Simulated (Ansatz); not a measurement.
What a change of settings does to a run on NbH

Structure from Materials Project entry mp-1206371 (possibly hypothetical), not relaxed further.

First run: DFT, LDA, PAW with Ansatz's default frozen-core files, scalar-relativistic (Ansatz 0.2.0).

Command: `ansatz run input.yaml --threads 1 --pin off --max-ram 4096MiB --backend cpu --events-out ev --progress --plain --runs-dir out` The run took 29 s on 1 thread of Arm Neoverse V2 (shared host), peak memory 0.39 GiB.

```yaml
crystal:
  lattice:
    - [1.84536657, -2.39320053, 0.0]
    - [1.84536657, 2.39320053, 0.0]
    - [0.0, 0.0, 4.80422915]
  atoms:
    - { symbol: Nb, position: [0.75, 0.25, 0.26883888] }
    - { symbol: Nb, position: [0.25, 0.75, 0.73116112] }
    - { symbol: H, position: [0.25, 0.25, 0.0] }
    - { symbol: H, position: [0.75, 0.75, 0.0] }
kpoints:
  mp_grid: { grid: [11, 11, 7] }
  band_path:
    path:
      - [0.0, 0.0, 0.0]
      - [-0.5, 0.5, 0.0]
      - [-0.3986439117, 0.6013560883, 0.0]
      - [0.3986439117, 0.3986439117, 0.0]
      - [0.0, 0.0, 0.0]
      - [0.0, 0.0, 0.5]
      - [0.3986439117, 0.3986439117, 0.5]
      - [-0.3986439117, 0.6013560883, 0.5]
      - [-0.5, 0.5, 0.5]
    npoints: 14
scf:
  occupations: { method: fermi_dirac, width: 0.03 }
hamiltonian:
  xc: lda
  pseudopotentials: { kind: paw }
output:
  forces: true
  stress: true
  eigenvalues: true
  efg: { contact_densities: true }
  populations: true
  bader: true
  dos: { projected: true, de: 0.2, e_range: [-14, 8] }
  write_density: true
  write_potential: true
  elf: true
  volumetric_format: npy
```

Result: converged; pressure -9.95 GPa; largest force 0.026 eV/Å; no gap on the k mesh; 6 SCF iterations.

A second run of a changed input logged this at its end:

```
Error: inconsistent input (hamiltonian.hubbard.sites[].l, hamiltonian.hubbard.sites[].shell): the file of H doesn't list 4f, and it can't be added: PBE doesn't bind the shell 4f of the free atom, whose level lies at +1.14 eV. Type an atom or ion with it (hamiltonian.pseudopotentials.projection_atoms), take another file or name another shell
```

Q: What was wrong with the input?

A: A U on a shell that isn't there, by this change (others could give a like log):
```diff
@@ -25,7 +25,9 @@
 scf:
   occupations: { method: fermi_dirac, width: 0.03 }
+  max_iter: 60
 hamiltonian:
   xc: lda
   pseudopotentials: { kind: paw }
+  hubbard: { sites: [{ species: H, l: f, u_eff: 30.0 }] }
 output:
   forces: true
@@ -34,9 +36,3 @@
   efg: { contact_densities: true }
   populations: true
-  bader: true
-  dos: { projected: true, de: 0.2, e_range: [-14, 8] }
-  write_density: true
-  write_potential: true
-  elf: true
-  volumetric_format: npy
```
